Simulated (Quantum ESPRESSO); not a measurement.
```xyz
2
Lattice="0.0000 3.0321 3.0321 3.0321 0.0000 3.0321 3.0321 3.0321 0.0000" Properties=species:S:1:pos:R:3 pbc="T T T"
Zn     3.0321     3.0321     3.0321
Te     4.5482     4.5482     4.5482
```

Cell and atoms were relaxed with PBEsol from Materials Project entry mp-2176, within its symmetry.

Problem. What does PBE (stringent potentials; pw.x of Quantum ESPRESSO, ONCV potentials, no spin-orbit coupling) give for the electronic structure near the Fermi level?

Solution. The PBE gap is direct, 1.34 eV at Γ. Without spin-orbit coupling, band edges of such heavy elements can be off by tenths of an eV.
